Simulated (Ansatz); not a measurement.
# Notes on Al4Os2C5

```xyz
11
Lattice="5.1393 -0.7177 -0.1365 0.0723 5.2970 -0.2565 0.8285 -0.0476 4.5695" Properties=species:S:1:pos:R:3 pbc="T T T"
Os    4.2529    0.7553    3.2049
Al    2.3486    3.5378    3.8834
Al    5.4028    3.3229    2.3479
C     1.0861    0.3923    3.7852
C     3.2274    2.5409    2.1944
Al    2.8632    0.7328    1.0929
Os    3.9134    3.5514    0.2550
C     2.4233    4.2196    1.8605
C     1.5060    2.5994    1.5065
Al    0.4791    0.7024    1.3273
C     5.1048    1.6228   -0.0693
```

Level: r2SCAN, no spin polarisation; 500 eV; 4×4×4 (shifted by 0.5, 0.5, 0 steps) mesh; fermi-dirac occupations (width 0.1 eV); Ansatz 0.2.0, fixed geometry.

Q: What is the formation energy?

A: 1.44 eV an atom against the elements' usual phases (free molecules for gases, crystals otherwise, with no correction for O₂ or N₂), so at this geometry it isn't bound against them. Relaxing would lower it.

Q: Where is the largest force?

A: The largest is on Al10: 2.85 eV/Å, components (-1.48, 2.24, -0.97). It makes 22° with the line to a nearest neighbour, C11 at 2.13 Å, pointing towards it.

Q: What does the stress say?

A: The pressure is -8.5 GPa (compression positive), so with the atoms held at these fractions the cell would first shrink; the forces are large, so a full relaxation may end otherwise. The principal stresses -19.7, -5.8, -0.1 GPa differ, so its shape would change too.

Q: Describe some of the short contacts.

A: C–C at 1.85 Å: least valence density 0.79 e/Å³ and ELF 0.69 there. Os–C at 2.27 Å: least valence density 0.57 e/Å³ and ELF 0.45 there. Al–C at 2.13 Å is left out, since its least density falls inside a PAW sphere. These are pseudo-fields; inside the PAW spheres they differ from the all-electron ones.

Q: Is there a gap?

A: It is a metal, with about 6.3 states/eV a cell as the mean within 0.25 eV of the Fermi level, mostly Os d (42 %) and C p (32 %).

Origin: a disordered cell, so it need not be a known compound. Caveats: the k mesh is coarse if the cell is a metal; atoms or cell far from equilibrium.
